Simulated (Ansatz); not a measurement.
Frames from the relaxation of a relaxed WSe2 cell with every coordinate shifted by Gaussian noise of σ = 0.2 Å, as extended XYZ (Å, eV, eV/Å, GPa with compression positive). Level of theory: r2SCAN (plane waves to 500 eV, PAW, scalar-relativistic; Ansatz, a first-principles code). Γ-centred k-mesh 8×8×2 on the run's cell (coarser than for final values), Fermi–Dirac smearing 0.05 eV.

```xyz
6
Lattice="3.3288 -0.0097 0.0166 -1.6728 2.8895 -0.0032 0.0685 0.0242 13.8019" Properties=species:S:1:pos:R:3:forces:R:3 pbc="T T T" step=2 free_energy=-42707.328 pressure=-2.8 accepted=T
W      0.2001     1.6789     3.3589    0.2130    1.6526   -1.6847
W      1.5881     1.0339    10.5502    3.2781    0.4755   -4.7255
Se     0.1898     1.8919     8.5995   -1.3213    0.4142    2.6041
Se     2.0256     0.8923     1.5804   -1.5644   -1.1145    1.4500
Se     1.3887     1.5790     5.3486    1.3763   -0.5482    0.2544
Se     0.1227     2.0889    12.0820   -1.9818   -0.8796    2.1018
6
Lattice="3.3176 -0.0008 0.0097 -1.6595 2.8745 -0.0157 0.0399 -0.0521 13.7881" Properties=species:S:1:pos:R:3:forces:R:3 pbc="T T T" step=8 free_energy=-42710.780 pressure=-0.2 accepted=T
W      0.0622     1.9714     3.4594    0.0107    0.0874   -0.0373
W      1.7477     0.9974    10.3493    0.0437    0.0076   -0.1009
Se     0.0983     1.9495     8.6762   -0.0451    0.0037    0.0602
Se     1.7279     1.0086     1.8055   -0.0195   -0.0182    0.0240
Se     1.7153     1.0264     5.1279    0.0102   -0.0684    0.0090
Se     0.0839     1.9633    11.9985   -0.0001   -0.0120    0.0450
6
Lattice="3.3185 -0.0036 -0.0029 -1.6623 2.8741 0.0045 -0.0119 0.0144 13.7298" Properties=species:S:1:pos:R:3:forces:R:3 pbc="T T T" step=9 free_energy=-42710.779 pressure=0.1 accepted=F
W     -0.0022     1.9867     3.4584    0.0417   -0.1118   -0.0143
W      1.7606     1.0524    10.2945   -0.0614    0.0075    0.1097
Se     0.0973     2.0128     8.6408    0.0197    0.0014   -0.0703
Se     1.6552     1.0310     1.7980    0.0089   -0.0108   -0.0550
Se     1.6633     1.0125     5.1133   -0.0375    0.1247    0.0619
Se     0.0990     2.0110    11.9603    0.0286   -0.0109   -0.0320
```

The path has 12 moves and ends in P6₃/mmc (No. 194) (AFLOW prototype AB2_hP6_194_c_f (C7, as in MoS2)), about 1.4 eV/atom below its start. Free energies are of the whole cell and compare only within this code, potentials and settings.  No spin polarisation in the result. Without a van der Waals term the distances between weakly bound units are poorly fixed.
